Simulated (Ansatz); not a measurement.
**Ta3AsAu2O13: changing the Hubbard U on Au d, Ta d**

Space group P-6 (No. 174). a = 5.452 Å, b = 5.452 Å, c = 9.579 Å, α = 90.00°, β = 90.00°, γ = 120.00°
```
atom  site  symmetry       x       y       z
  Ta    2g       3..  0.0000  0.0000  0.1941
  Ta    1e      -6..  0.6667  0.3333  0.0000
  As    1b      -6..  0.0000  0.0000  0.5000
  Au    2h       3..  0.3333  0.6667  0.2743
   O    1a      -6..  0.0000  0.0000  0.0000
   O    6l         1  0.2395  0.9713  0.3640
   O    6l         1  0.3845  0.3342  0.8584
```

The cell comes from a database or a generator and needn't be the stable form of this composition.

Kept alike: task projected density of states; functional PBE; k mesh 6 × 6 × 3; occupations fermi-dirac, width 0.05 eV; no spin polarisation. Program: Ansatz, Ansatz PAW, cutoff 420 eV. The mesh is that of the run's cell of 19 atoms. No spin-orbit coupling.

| Hubbard U on Au d, Ta d, U (eV) | pressure (GPa) |
| --- | --- |
| 2 | 0.93 |
| 4 | 2.21 |
| 6 | 3.70 |
| 8 | 5.42 |

Pressure is positive in compression, with a Pulay correction for the finite cutoff. U acts here on a shell without spin polarisation. For a metal such a mesh leaves the last digits unconverged. How U acts hangs on the program's projectors. U is the effective U - J on orthogonalised atomic projectors. Double counting: fully localised limit (the default).

The pressure rises from 0.93 to 5.42 GPa between 2 and 8 eV. U localises the shell and weakens its bonds, so the cell pushes outwards.
